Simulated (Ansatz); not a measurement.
# Ansatz 0.2.0, relaxation: Li$_{2}$NbCl$_{6}$

Run with:

```bash
ansatz run input.yaml --threads 2 --pin off --max-ram 3584MiB --backend cpu --events-out ev --progress --plain --runs-dir out
```

Input:

```yaml
crystal:
  lattice:
    - [3.062868, 5.305043, 0.0]
    - [-3.062868, 5.305043, 0.0]
    - [0.0, 0.0, 5.698463]
  atoms:
    - { symbol: Nb, position: [0.0, 0.0, 0.0] }
    - { symbol: Cl, position: [0.329, 0.671, 0.259] }
    - { symbol: Cl, position: [0.0, 0.329, 0.259] }
    - { symbol: Cl, position: [0.671, 0.0, 0.259] }
    - { symbol: Cl, position: [0.0, 0.671, 0.741] }
    - { symbol: Cl, position: [0.671, 0.329, 0.741] }
    - { symbol: Cl, position: [0.329, 0.0, 0.741] }
    - { symbol: Li, position: [0.3333, 0.3334, 0.5] }
    - { symbol: Li, position: [0.6667, 0.6666, 0.5] }
  symmetry: { tolerance: 0.0003 }
kpoints:
  mp_grid: { grid: [6, 6, 5], shift: [0, 0, 0] }
magnetization:
  spin_polarized: false
scf:
  occupations: { method: fermi_dirac, width: 0.0314 }
  lower_state_search: "off"
hamiltonian:
  pseudopotentials: { kind: paw }
  xc: pbe
basis:
  ecutwfc: 420
  fft_grid_basis: typed
relax:
  max_steps: 60
output:
  forces: true
  stress: true
  eigenvalues: true
  bader: true
  populations: true
  elf: true
  write_potential: true
  volumetric_format: npy
  dos:
    e_range: [-12, 8]
    de: 0.05
    projected: { site_lists: { Cl: [Cl], Li: [Li], Nb: [Nb] } }
checkpoint:
  read: saved_state
```

Origin of the cell: a known structure type with other elements, at an estimated volume, so it need not be a known compound.

The saved state is a converged single point of the same cell.

Steps:

```json
{"step": "1", "ΔF (meV/atom)": "0.0", "max force component (eV/Å)": "0.773", "SCF iterations": "7", "step was": "accepted"}
{"step": "2", "ΔF (meV/atom)": "-21.8", "max force component (eV/Å)": "0.481", "SCF iterations": "7", "step was": "accepted"}
{"step": "3", "ΔF (meV/atom)": "-31.6", "max force component (eV/Å)": "0.030", "SCF iterations": "7", "step was": "accepted"}
{"step": "4", "ΔF (meV/atom)": "-31.8", "max force component (eV/Å)": "0.013", "SCF iterations": "7", "step was": "accepted"}
{"step": "5", "ΔF (meV/atom)": "-31.8", "max force component (eV/Å)": "0.000", "SCF iterations": "6", "step was": "accepted"}
```

The starting structure.

Space group P-31m (No. 162); the run's cell has a = 6.126 Å, b = 6.126 Å, c = 5.698 Å, α = 90.00°, β = 90.00°, γ = 60.00°. Shortest distances: Cl–Li 2.47 Å, Cl–Nb 2.50 Å, Cl–Cl 3.41 Å, Li–Li 3.54 Å.

After:

Space group P-31m (No. 162); the run's cell has a = 6.126 Å, b = 6.126 Å, c = 5.698 Å, α = 90.00°, β = 90.00°, γ = 60.00°. Shortest distances: Cl–Nb 2.42 Å, Cl–Li 2.54 Å, Cl–Cl 3.41 Å, Li–Li 3.54 Å.

```yaml
crystal:
  lattice:
    - [3.06287, 5.30504, 0.00000]
    - [-3.06287, 5.30504, 0.00000]
    - [0.00000, 0.00000, 5.69846]
  atoms:
    - { symbol: Nb, position: [0.00000, 0.00000, 0.00000] }
    - { symbol: Cl, position: [0.32276, 0.67724, 0.24419] }
    - { symbol: Cl, position: [0.00000, 0.32276, 0.24419] }
    - { symbol: Cl, position: [0.67724, 0.00000, 0.24419] }
    - { symbol: Cl, position: [0.00000, 0.67724, 0.75581] }
    - { symbol: Cl, position: [0.67724, 0.32276, 0.75581] }
    - { symbol: Cl, position: [0.32276, 0.00000, 0.75581] }
    - { symbol: Li, position: [0.33333, 0.33333, 0.50000] }
    - { symbol: Li, position: [0.66667, 0.66667, 0.50000] }
```

- Free energy lowered by: 31.8 meV/atom
- Final pressure: 1.63 GPa
- Relaxation steps listed: 5

Caveats: no moments, though an odd count or open d shells may carry them; the SCF threshold is looser than advised for a stress; the relaxation held the start's symmetry, so the end may be a saddle point.

The run took 32 s on 2 threads of AMD EPYC 9B45 (Zen 5), with other jobs on the host, peak memory 0.63 GiB, from a saved density.
